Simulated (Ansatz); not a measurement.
Ansatz input

```yaml
crystal:
  lattice:
    - [2.726962906, 0.0, 0.0]
    - [-1.363481453, 2.3616191518, 0.0]
    - [0.0, 0.0, 4.4311803891]
  atoms:
    - { symbol: Ir, position: [0.3333333333, 0.6666666667, 0.25], spin: 1.0 }
    - { symbol: Ir, position: [0.6666666667, 0.3333333333, 0.75], spin: 1.0 }
hamiltonian:
  xc: r2scan
  pseudopotentials:
    kind: paw
    azcp:
      Ir: "pseudopotentials/Ir.paw.azcp"
basis:
  ecutwfc: 500
  fft_grid_basis: typed
kpoints:
  mp_grid: { grid: [22, 22, 12], shift: [0, 0, 0] }
magnetization:
  spin_polarized: true
scf:
  occupations: { method: fermi_dirac, width: 0.05 }
```

Terminal output

```
Engine: ansatz 0.2.0, x86_64-unknown-linux-gnu
Pseudopotentials: kind: paw
Pseudopotential: Ir, paw, valence charge 17, recommended cutoff 500 eV (meta_gga) 
Functional definition: r2SCAN
  parameter k0 = 0.174
  parameter k1 = 0.065
  parameter a1 = 4.9479
  exchange = r2scan_x(k0 = k0, k1 = k1, a1 = a1)
  correlation = r2scan_c
Crystal: 2 atoms, lattice volume = 28.537 Å³
Basis set: ecut = 500 eV, 701 PW (Γ), exchange–correlation on 80×80×144 points (64 copies of the dense FFT grid, shifted against one another)
Bands: 22, of which v1, the nominal top of the filled ones, is band 17 counted from 1 (16 counted from 0)
Symmetry: 24 space group operations
Space group: P63/mmc (ITA 194), of the structure as read, at distance tolerance 3.1e-5 Å
Magnetic group: BNS 194.263 (UNI 1493), of the structure as read, at distance tolerance 3.1e-5 Å
k-points: 364 of 5808
Non-local potential: Ir, projectors of the file, l = 0: 3, l = 1: 2, l = 2: 2, l = 3: 1
PAW form: soft (Blöchl's): semilocal exchange-correlation on the pseudo side does not see the compensation charge
PAW frozen core: Ir, regenerated for the run's functional (the file was generated under x = pbe(κ = 0.804, μ = 0.2195149727645171), c = pbe(β = 0.06672455060314922))
PAW one-centre angular grid: Ir, 590 points (default); XC on 160 Gauss nodes
Initial density: superposition of atomic densities (chi_scale 0.1, normalization cell)
Starting moments: Σ|m| = 2 μB on 2 of 2 sites
Initial wavefunctions: pseudopotential atomic-orbital guess
Functional: x = r2scan, c = r2scan; τ floored in thin density (d = 2e-4 eV/Å³)
iter 1 solved again at ethr=1.22e-3 eV; its pass at ethr=3.10e-3 eV (dr2=4.14e-1 eV) is discarded
SCF iter   1: F=—  HF=-23896.822746 eV  |F-HF|=—  |Δ(HF+E_count)|=         —  Δρ=3.21e-2 (↑3.21e-2 ↓2.37e-2)  dr2=5.24e-1  dr2_τ=1.72e-2  dr2_m=6.83e-2  M=1.169 μB ∫|m|=1.194 μB  β_m=0.72  ethr=1.22e-3  ⟨swp⟩=2.2  Hψ=94968  notcnv=0
Mixer restart at iter 1: flushing history
SCF iter   2: F=—  HF=-23896.780328 eV  |F-HF|=—  |Δ(HF+E_count)|=   4.24e-2  Δρ=1.70e-2 (↑1.70e-2 ↓1.28e-2)  dr2=1.60e-1  dr2_τ=4.46e-3  dr2_m=1.16e-2  M=1.061 μB ∫|m|=1.104 μB  β_m=1.00  ethr=1.22e-3  ⟨swp⟩=2.1  Hψ=26091  notcnv=0  κ⁻¹=1.0e0(r=1)
SCF iter   3: F=—  HF=-23897.357146 eV  |F-HF|=—  |Δ(HF+E_count)|=         —  Δρ=3.82e-2 (↑3.82e-2 ↓2.84e-2)  dr2=5.14e-2  dr2_τ=5.46e-2  dr2_m=2.80e-1  M=-0.105 μB ∫|m|=0.108 μB  β_m=1.00  ethr=4.71e-4  ⟨swp⟩=2.8  Hψ=32219  notcnv=0  defer=108
...
SCF iter  15: F=—  HF=-23897.274958 eV  |F-HF|=—  |Δ(HF+E_count)|=   9.38e-9  Δρ=4.51e-6 (↑4.51e-6 ↓4.42e-6)  dr2=9.69e-12  dr2_τ=1.02e-9  dr2_m=5.21e-9  M=0.001 μB ∫|m|=0.001 μB  β_m=1.00  ethr=3.49e-12  ⟨swp⟩=2.5  Hψ=30389  notcnv=0  defer=10  κ⁻¹=3.1e-7(r=8)
SCF iter  16: F=—  HF=-23897.274958 eV  |F-HF|=—  |Δ(HF+E_count)|=   1.13e-8  Δρ=2.15e-6 (↑2.15e-6 ↓2.08e-6)  dr2=5.21e-12  dr2_τ=2.26e-10  dr2_m=1.17e-9  M=0.000 μB ∫|m|=0.000 μB  β_m=1.00  ethr=1.00e-12  ⟨swp⟩=3.2  Hψ=34115  notcnv=0  defer=10  κ⁻¹=1.7e-6(r=8)
SCF iter  17: F=—  HF=-23897.274958 eV  |F-HF|=—  |Δ(HF+E_count)|=   3.69e-9  Δρ=2.30e-7 (↑1.80e-7 ↓2.30e-7)  dr2=4.89e-12  dr2_τ=1.78e-12  dr2_m=7.41e-12  M=-0.000 μB ∫|m|=0.000 μB  β_m=1.00  ethr=1.00e-12  ⟨swp⟩=3.2  Hψ=34034  notcnv=0  defer=10  κ⁻¹=1.1e-7(r=8)
SCF iter  18: F=-23897.274958 eV  HF=-23897.274958 eV  |F-HF|=5.46e-11  |Δ(HF+E_count)|=  7.28e-12  Δρ=2.83e-7 (↑2.83e-7 ↓2.61e-7)  dr2=1.29e-12  dr2_τ=3.69e-12  dr2_m=1.85e-11  M=0.000 μB ∫|m|=0.000 μB  ethr=1.00e-12  ⟨swp⟩=1.0  Hψ=41827  notcnv=0
SCF 1 converged in 18 iterations: F = -23897.274958 eV  dr2 = 1.29e-12
WARN: the starting moments were not kept: the SCF closed with an absolute magnetisation of 1.2e-5 μB, where they sum to 2 μB in size (2 sites). That is at most 0.1 of that sum. Measured as dr2_m measures the in/out step, that magnetisation stands 3.3e-11 eV from none, at or under the dr2_threshold of 1.0e-7 eV: it is no larger than a step whose dr2_m would equal this threshold. The system may hold no moment; this SCF shows only that its start led to no more than that. To try another start: raise the starting moments (crystal.atoms[].spin, magnetization.per_species, magnetization.initial_magnetization, or on a non-collinear deck that types none of these the spinor_matrix: blocks that start its atoms; where the total moment is fixed, keep their sum and leave initial_magnetization as it is; typed ones take the place of any that the run laid by itself, positive ones on a crystal's lanthanoids without a Hubbard term where scf.initial_density.shell_occupations: [] is typed) or, if the notice of its spin-set hold's release reads "site moments contracting" or "site moments show no strong build", lengthen the hold (scf.mixing.spin_hold: { on: { confirm: 4 } }; for m-r²SCAN on two components see the key's manual first). Each may lead to a state that holds a moment. A second SCF, from the converged charge density, with the starting moments and any scf.initial_density.shell_occupations laid on it anew, would have followed, and was not run: the deck does not ask for one (magnetization.retry_lost_moments is false, the default). To let it run, set magnetization.retry_lost_moments: true and run the deck again, where that key's refused combinations let it; where memory then withholds it, that run's warning says so.
this state was not tested for a lower state beside it, because the mixer in use, unlike msr1, does not test its closes by its own steps (another_mixer; see scf.mixing.algorithm and scf.lower_state_search)
SCF converged after 18 iterations
Magnetization: 0.0000 μB (17.0000 up, 17.0000 down)
Absolute magnetization: 0.0000 μB (∫|ρ↑−ρ↓|, with the PAW one-centre terms)
Spin contamination: 0.0000 ħ² per cell (⟨S²⟩ above its minimum at these occupations)
Per-site moments (μB) at R_I (Å): [(5.669657989600349e-6, 1.1211819412835797), (5.669657989607605e-6, 1.1211819412835797)]
Free energy (F): -23897.274958 eV
Harris-Foulkes:  -23897.274958 eV  (|F-HF|=5.46e-11)
Internal energy: -23897.256199 eV  (E = F + TS)
E sigma→0 (E₀):  -23897.265579 eV
Entropy (-TS):   -0.018759 eV (-9.379 meV/atom)
Fermi energy:    25.438782 eV
--- Per-component energies (eV) ---
  E_band       = -208.718885
  E_kinetic    = 1246.955106
  E_local      = -2153.159194  (includes V_loc(G=0)·N_el)
  E_nonlocal   = 147.904339
  E_hartree    = 827.255422
  E_xc         = -510.775913
  E_vxc        = -666.983320  (∫ρ·V_xc dr)
  E_paw        = -18499.424571  (= ΣΔE_a)
  E_vpaw       = -479.387370  (= ΣTr[D̂ρ^β])
  E_aug_tail   = -0.000023  (compensation charges beyond the density's cutoff)
  E_vtau       = 41.440707  (kinetic-family band-sum trace: ∫τ·v_τ [+ j·A + Jᵃ·Aᵃ] dr)
  E_ewald      = -4955.377579
  E_core_change = -0.633787  (= ΣΔE_core)
  E_smearing   = -0.018759  (= −TS)
  E_closure    = 0.000000  (closes the sum)
  Σ components = -23897.274958   (vs F -23897.274958, Δ=0.00e0)
```
